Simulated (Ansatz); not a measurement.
This guess for La2BeSe4 is about to be relaxed.

```yaml
crystal:
  lattice:
    - [3.36056, 1.94022, 5.20894]
    - [-3.36056, 1.94022, 5.20894]
    - [0.00000, -3.88044, 5.20894]
  atoms:
    - { symbol: La, position: [0.69924, 0.69924, 0.69924] }
    - { symbol: La, position: [0.12401, 0.12401, 0.12401] }
    - { symbol: Be, position: [0.48191, 0.48191, 0.48191] }
    - { symbol: Se, position: [0.94492, 0.61990, 0.94492] }
    - { symbol: Se, position: [0.94492, 0.94492, 0.61990] }
    - { symbol: Se, position: [0.61990, 0.94492, 0.94492] }
    - { symbol: Se, position: [0.97996, 0.97996, 0.97996] }
```

The calculation used DFT PBE, scalar-relativistic, plane waves, PAW (Ansatz 0.2.0). Cutoff 420 eV, Gaussian smearing, Γ-centred meshes. Cell and atoms relax first on a coarse mesh and then on a finer one. In between, the cell is made exact in the group found at 0.06 Å. In metals the finer mesh still leaves noise of several meV/atom or more. The steps can't lower the symmetry of their start. No spin polarisation.

A guess keeps its type if space group and coordination stay and the shape of the cell changes little (axis ratios within about 15 %, angles within 6°); the volume may change.

Q: Does this structure survive the relaxation?

A: It doesn't keep its type. The symmetry goes from R3m (No. 160) to R-3m (No. 166). The volume per atom grows by 57.5 %, from 29.1 to 45.8 Å³. The shortest distance goes from 2.18 Å (Se–Se) to 2.81 Å (La–Se). Counting neighbours within 15 % of an atom's shortest distance, the start has Be 10, La 1/3, Se 3/4 and the end Be 2, La 4, Se 2. In detail, at the end La is surrounded by 4 Se at 2.81–2.83 Å and 1 Be at 3.45 Å; around Be lie 2 La at 3.45 Å; Se on a site of symmetry 2/m is surrounded by 2 La at 2.81 Å and 2 Se at 3.43 Å; 1 more site not described.

```yaml
crystal:
  lattice:
    - [4.70220, 2.71482, 4.18989]
    - [-4.70220, 2.71482, 4.18989]
    - [0.00000, -5.42964, 4.18989]
  atoms:
    - { symbol: La, position: [0.27483, 0.27483, 0.27483] }
    - { symbol: La, position: [0.72517, 0.72517, 0.72517] }
    - { symbol: Be, position: [0.00000, 0.00000, 0.00000] }
    - { symbol: Se, position: [0.50000, 0.00000, 0.50000] }
    - { symbol: Se, position: [0.50000, 0.50000, 0.00000] }
    - { symbol: Se, position: [0.00000, 0.50000, 0.50000] }
    - { symbol: Se, position: [0.50000, 0.50000, 0.50000] }
```

The last run used a 6×6×6 mesh for its 7-atom cell and Gaussian smearing of 0.10 eV. The end has R3m (No. 160) at a tolerance of 0.01 Å; the cell shown is made exact in the group found at 0.05 Å. A structure relaxed within its symmetry needn't be a true minimum.

In counts of neighbours, a slash parts the counts of unlike sites.
